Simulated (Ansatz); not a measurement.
Gd (hcp, Mg type)

```xyz
2
Lattice="3.6392 0.0000 0.0000 -1.8196 3.1517 0.0000 0.0000 0.0000 5.9092" Properties=species:S:1:pos:R:3 pbc="T T T"
Gd     0.0000     2.1011     4.4319
Gd     1.8196     1.0506     1.4773
```

The slice is a (-1 1 0 2) plane (indices of the conventional cell) through the point (0.667, 0.333, 0.250) (fractional), spanned by u = [110] and v = [1 -1 1] in vectors of this cell: u (3.64 Å) and v (8.64 Å, at 90° to u). It covers one period; positions are fractions (u, v).

These are r2SCAN (plane waves to 500 eV, PAW, scalar-relativistic; Ansatz, an electronic-structure program) values and carry that method's errors. k mesh 15×15×8. Inside the PAW spheres the values are not all-electron values, and peaks at nuclei hang on which shells count as valence. Gd was relaxed with its symmetry unable to fall. Relaxed Gd ends ferromagnetic. Other magnetic orders were not checked, so this need not be the ground state. The filling of the f shell was not checked against other fillings, so treat energies with care.

Task: Predict the map of the spin density, up minus down on the slice.

Result: 
```
|55220000000000000022|
|00000000000000000000|
|00000000000000000000|
|00000000000000000000|
|00000000000000000000|
|00000000000000000000|
|00000000000000000000|
|00000000000000000000|
|00000000000000000000|
|00000000000000000000|
|00000000000000000000|
|00000000000000000000|
|00000000000000000000|
|00000000000000000000|
|00000000000000000000|
|00000000000000000000|
|00000000000000000000|
|00000000000000000000|
|00000000000000000000|
|00000000000000000000|
|00000000000000000000|
|00000000000000000000|
|55220000000000000022|
|99550000000000000055|
```
Scale: ten equal steps from -0.01 (start of '0') to 15.61 (end of '9'), in the order '0123456789'. Values: spin density, up minus down in e/Å³. The map has 10 points along u (two characters each, u = 0 at the left) and 24 along v (v = 0 in the bottom row).
